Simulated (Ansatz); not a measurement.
Density of states of In3Sb (Pm-3m, a = 4.640 Å, b = 4.640 Å, c = 4.640 Å, α = 90.00°, β = 90.00°, γ = 90.00°), in states per eV and primitive cell, averaged over bins of 0.5 eV. The calculation used Ansatz, DFT PBEsol+D3(BJ), scalar-relativistic, plane waves, PAW.

Plane waves to 420 eV, a k mesh through Γ of 10×10×10 on the computed 4-atom cell and Gaussian smearing (0.10 eV); no spin polarisation.

The cell is relaxed at this level. The states (both spins) are summed by tetrahedra on a 15×15×15 mesh at the self-consistent density. Energies are bin centres; the table starts no lower than −8 eV and ends at 6 eV, or lower where the solved bands end.

It is a metal at this level.

| E − E_F (eV) | total | In 5p | Sb 5p | In 5s | Sb 5s |
| --- | --- | --- | --- | --- | --- |
| -7.80 | 0.59 | 0.20 | 0.11 | 0.26 | 0.02 |
| -7.30 | 1.18 | 0.41 | 0.20 | 0.48 | 0.09 |
| -6.80 | 1.43 | 0.46 | 0.21 | 0.57 | 0.18 |
| -6.30 | 0.81 | 0.24 | 0.15 | 0.32 | 0.09 |
| -5.80 | 1.23 | 0.37 | 0.27 | 0.50 | 0.08 |
| -5.30 | 1.61 | 0.47 | 0.33 | 0.66 | 0.12 |
| -4.80 | 1.44 | 0.44 | 0.24 | 0.63 | 0.11 |
| -4.30 | 1.44 | 0.45 | 0.24 | 0.61 | 0.12 |
| -3.80 | 1.32 | 0.50 | 0.26 | 0.48 | 0.06 |
| -3.30 | 1.51 | 0.63 | 0.35 | 0.45 | 0.05 |
| -2.80 | 1.50 | 0.66 | 0.42 | 0.34 | 0.05 |
| -2.30 | 1.85 | 0.83 | 0.62 | 0.32 | 0.05 |
| -1.80 | 1.89 | 0.75 | 0.61 | 0.44 | 0.05 |
| -1.30 | 1.92 | 0.68 | 0.55 | 0.59 | 0.06 |
| -0.80 | 1.93 | 0.65 | 0.63 | 0.54 | 0.06 |
| -0.30 | 2.18 | 0.66 | 0.80 | 0.61 | 0.05 |
| 0.20 | 1.48 | 0.57 | 0.43 | 0.40 | 0.04 |
| 0.70 | 2.17 | 1.15 | 0.46 | 0.41 | 0.08 |
| 1.20 | 1.61 | 0.94 | 0.33 | 0.21 | 0.05 |
| 1.70 | 2.08 | 1.24 | 0.36 | 0.29 | 0.08 |
| 2.20 | 2.50 | 1.53 | 0.46 | 0.29 | 0.05 |
| 2.70 | 2.34 | 1.44 | 0.43 | 0.27 | 0.04 |
| 3.20 | 2.46 | 1.58 | 0.47 | 0.20 | 0.03 |
| 3.70 | 2.73 | 1.75 | 0.48 | 0.24 | 0.03 |
| 4.20 | 2.71 | 1.80 | 0.46 | 0.20 | 0.03 |
| 4.70 | 2.26 | 1.48 | 0.40 | 0.16 | 0.02 |
| 5.20 | 2.10 | 1.40 | 0.33 | 0.14 | 0.02 |
| 5.70 | 1.86 | 1.25 | 0.23 | 0.13 | 0.02 |

The columns after the total are the main Löwdin projections on the occupied valence shells of the potentials; 1 other is left out. The rest of the total lies in those, in shells that are empty in the free atom, which aren't projected, and between the atoms.

Spin-orbit coupling is left out, which matters for the bands of heavy elements.

Whether In3Sb exists in this form wasn't checked.

Cost: 1 run of about 0.74 core-minutes, on Intel Xeon Platinum 8488C (Sapphire Rapids) (shared hosts).